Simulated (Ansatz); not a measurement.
**AlPt: from a starting cell to a relaxed one**

The relaxed structure here is a generated cell of AlPt: the first start was made by placing the elements on the sites of a structure type, and the end was not matched to a known phase here, so it may be hypothetical.

The start is a generated cell, AlPt placed in the AFLOW prototype AB_oP8_57_d_d (as in TlF). The structure is fully relaxed (lattice and positions, P = 0) with PBE (plane waves to 420 eV, PAW, scalar-relativistic; Ansatz, a quantum-chemistry and plane-wave program). The first steps use a coarse 6×7×7 k-mesh.

The start:
```yaml
crystal:
  lattice:
    - [5.34885, 0.00000, 0.00000]
    - [0.00000, 4.81625, 0.00000]
    - [0.00000, 0.00000, 4.54808]
  atoms:
    - { symbol: Al, position: [0.25500, 0.50960, 0.25000] }
    - { symbol: Al, position: [0.25500, 0.99040, 0.75000] }
    - { symbol: Al, position: [0.74500, 0.00960, 0.25000] }
    - { symbol: Al, position: [0.74500, 0.49040, 0.75000] }
    - { symbol: Pt, position: [0.85930, 0.56280, 0.25000] }
    - { symbol: Pt, position: [0.85930, 0.93720, 0.75000] }
    - { symbol: Pt, position: [0.14070, 0.06280, 0.25000] }
    - { symbol: Pt, position: [0.14070, 0.43720, 0.75000] }
```

```yaml
initial_pressure: "+53.3 GPa (positive: the cell is compressed)"
energy_released: 1.09 eV/atom
volume_change: +4.2 %, from 14.65 to 15.27 Å³/atom
Shortest distances (start → end): "The closest pairs of elements (up to four, under 3.6 Å), start → end: Al–Pt 2.13 → 2.57 Å; Pt–Pt 2.79 → 3.02 Å; Al–Al 3.25 → 2.96 Å"
band_gap_at_the_end: no gap (metallic)
optimiser_moves: 9
```

Final values are on a 9×10×10 k-mesh of the relaxed cell. No spin polarisation in the result.

The run could not lose the symmetry of its start; a randomly shaken copy of 8 atoms returns to this structure.
